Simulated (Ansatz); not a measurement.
LaI:
```xyz
4
Lattice="3.9747 0.0000 0.0000 -1.9874 3.4422 0.0000 0.0000 0.0000 9.7980" Properties=species:S:1:pos:R:3 pbc="T T T"
I      0.0000     2.2948     2.4495
I      1.9874     1.1474     7.3485
La     0.0000     0.0000     0.0000
La     0.0000     0.0000     4.8990
```

Relaxed with r²SCAN.

Q: Give the Bader charges and basin volumes of the independent atoms, DFT-r²SCAN in the program Ansatz with PAW potentials.

A: 

```
atom  Bader charge (e)  Bader volume (Å³)
----  ----------------  -----------------
I1               -0.88               36.9
La3              +0.88               30.1
```

Space group P6_3/mmc (NiAs type). The workflow started from an entry of the Crystallography Open Database (COD). Whether it is the stable phase at ambient conditions was not checked. The r²SCAN relaxation kept the symmetry of its start; its stability against distortions is not shown here. Spin–orbit coupling is left out wherever it is not named.

Potentials: the later of the program's two PAW sets.
